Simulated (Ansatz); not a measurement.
**What DFT gives for AlW3**

```
CELL_PARAMETERS angstrom
0.00000 4.41828 0.00000
4.41828 0.00000 0.00000
2.20914 2.20914 -4.28067
ATOMIC_POSITIONS crystal
Al 0.00000 0.00000 0.00000
W 0.50000 0.50000 0.00000
W 0.25000 0.75000 0.50000
W 0.75000 0.25000 0.50000
```

Level: PBE, no spin polarisation; 420 eV; 9×9×9 Γ-centred mesh; fermi-dirac occupations (width 0.0397 eV); Ansatz 0.2.0, fixed geometry.

Question: What does the stress say?

Answer: The pressure is -36.8 GPa (compression positive), so with the atoms held at these fractions the cell would first shrink. The principal stresses -37.1, -37.1, -36.0 GPa differ, so its shape would change too.

Question: Is there a gap?

Answer: It is a metal, with about 4.1 states/eV a cell as the mean within 0.25 eV of the Fermi level, mostly W d (86 %).

Question: Which element gives electrons and which takes them?

Answer: Bader charges in e: Al +0.61, W -0.22 to -0.18. In the mean Al gives up most and W takes most.

Question: Describe some of the short contacts.

Answer: W–W at 3.08 Å: least valence density 0.28 e/Å³ and ELF 0.49 there. These are pseudo-fields; inside the PAW spheres they differ from the all-electron ones.

Question: What is the formation energy?

Answer: 0.95 eV an atom against the elements' usual phases (free molecules for gases, crystals otherwise, with no correction for O₂ or N₂), so at this geometry it isn't bound against them. Relaxing would lower it.

Origin: a known structure type with other elements, at an estimated volume, so it need not be a known compound. Caveats: atoms or cell far from equilibrium.
